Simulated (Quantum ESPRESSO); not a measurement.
```xyz
2
Lattice="0.0000 3.2003 3.2003 3.2003 0.0000 3.2003 3.2003 3.2003 0.0000" Properties=species:S:1:pos:R:3 pbc="T T T"
Na     0.0000     0.0000     0.0000
I      3.2003     3.2003     3.2003
```

Cell and atoms were relaxed with PBEsol from Materials Project entry mp-23268, within its symmetry.

Problem. What does norm-conserving PBEsol (Quantum ESPRESSO, 88 Ry, with spin-orbit coupling) give for the electronic structure near the Fermi level?

Solution. The PBEsol gap is direct, 3.25 eV at Γ.
